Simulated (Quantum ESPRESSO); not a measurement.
# Band energies of Ba2MoCdO6

```xyz
10
Lattice="0.0000 4.2374 4.2374 4.2374 0.0000 4.2374 4.2374 4.2374 0.0000" Properties=species:S:1:pos:R:3 pbc="T T T"
O      1.9496     4.2374     4.2374
O      6.5252     4.2374     4.2374
O      4.2374     1.9496     4.2374
O      4.2374     6.5252     4.2374
O      4.2374     4.2374     1.9496
O      4.2374     4.2374     6.5252
Mo     0.0000     0.0000     0.0000
Cd     4.2374     4.2374     4.2374
Ba     2.1187     2.1187     2.1187
Ba     6.3561     6.3561     6.3561
```

LDA (Quantum ESPRESSO, PseudoDojo norm-conserving, 102 Ry, without SOC); path ΓXWKΓLUWLK,UX; energies in eV from the valence-band maximum.

```csv
k (1/Å),point,band 41,band 42,band 43,band 44,band 45,band 46,band 47,band 48
0.00,Γ,-0.53,-0.53,-0.04,-0.04,-0.04,2.64,2.64,2.64
0.37,,-0.76,-0.57,-0.32,-0.32,-0.06,2.43,2.80,2.80
0.74,X,-0.87,-0.87,-0.57,-0.57,-0.08,2.24,3.01,3.01
0.74,W,-1.16,-0.64,-0.59,-0.34,-0.34,2.57,2.57,3.00
1.00,K,-1.07,-0.53,-0.50,-0.48,-0.22,2.37,2.84,2.91
1.40,,-0.80,-0.45,-0.28,-0.20,-0.04,2.58,2.65,2.69
1.79,Γ,-0.53,-0.53,-0.04,-0.04,-0.04,2.64,2.64,2.64
2.11,,-0.40,-0.40,-0.19,-0.19,-0.16,2.57,2.66,2.66
2.43,L,-0.54,-0.54,-0.34,0.00,0.00,2.49,2.65,2.65
2.66,,-0.55,-0.47,-0.41,-0.34,-0.14,2.49,2.67,2.76
2.89,U,-1.07,-0.53,-0.50,-0.48,-0.22,2.37,2.84,2.91
2.89,W,-1.16,-0.64,-0.59,-0.34,-0.34,2.57,2.57,3.00
3.15,,-0.56,-0.55,-0.40,-0.35,-0.21,2.54,2.60,2.83
3.41,L,-0.54,-0.54,-0.34,0.00,0.00,2.49,2.65,2.65
3.64,,-0.55,-0.47,-0.41,-0.34,-0.14,2.49,2.67,2.76
3.86,K,-1.07,-0.53,-0.50,-0.48,-0.22,2.37,2.84,2.91
3.86,U,-1.07,-0.53,-0.50,-0.48,-0.22,2.37,2.84,2.91
4.13,X,-0.87,-0.87,-0.57,-0.57,-0.08,2.24,3.01,3.01
```

The LDA gap is indirect, 2.24 eV, from L to X; the smallest direct gap is 2.32 eV.

Spin-orbit splittings are left out.

Geometry of the Materials Project entry, not relaxed at this level.

The structure is a Materials Project entry; no match was found in the copy of COD used, and its stability was not checked.
